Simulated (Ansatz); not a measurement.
Level of theory: Ansatz, DFT PBE, scalar-relativistic, plane waves, PAW. All cells share a 420 eV cutoff and Γ-centred k meshes spaced at most about 0.3 Å⁻¹ (about 0.25 or finer for metals, 2π included). No spin polarisation in the final relaxations.

These are static total energies at zero pressure.

Two relaxed structures of Al₃Pd:

A.

```
CELL_PARAMETERS angstrom
4.47913 0.00000 0.00000
-2.23957 3.87904 0.00000
0.00000 0.00000 4.82447
ATOMIC_POSITIONS crystal
Al 0.33333 0.66667 0.00000
Al 0.66667 0.33333 0.00000
Al 0.00000 0.00000 0.50000
Pd 0.00000 0.00000 0.00000
```

B.

```
CELL_PARAMETERS angstrom
1.48560 0.85771 8.34130
-1.48560 0.85771 8.34130
0.00000 -1.71542 8.34130
ATOMIC_POSITIONS crystal
Al 0.59049 0.59049 0.59049
Al 0.16819 0.16819 0.16819
Al 0.01171 0.01171 0.01171
Pd 0.75636 0.75636 0.75636
```

Question: Which form is favoured at zero pressure, and by what margin per atom?

Answer: B is lower, by 245 meV/atom. A has the Li3N type, space group P6/mmm (No. 191), 21.0 Å³/atom and no gap on its mesh; B has space group R3m (No. 160), 15.9 Å³/atom and no gap. Counting all near atoms (those within 1.25 times the shortest distance at each site; a plus sign parts nearer from farther groups; a slash parts the counts of unlike sites), A has Al 2/6, Pd 8 and B has Al 12, Pd 6+6. The denser one is the lower, and pressure would at first widen the difference. Both come from invented guesses.

Cells relaxed within their symmetry can be saddle points.
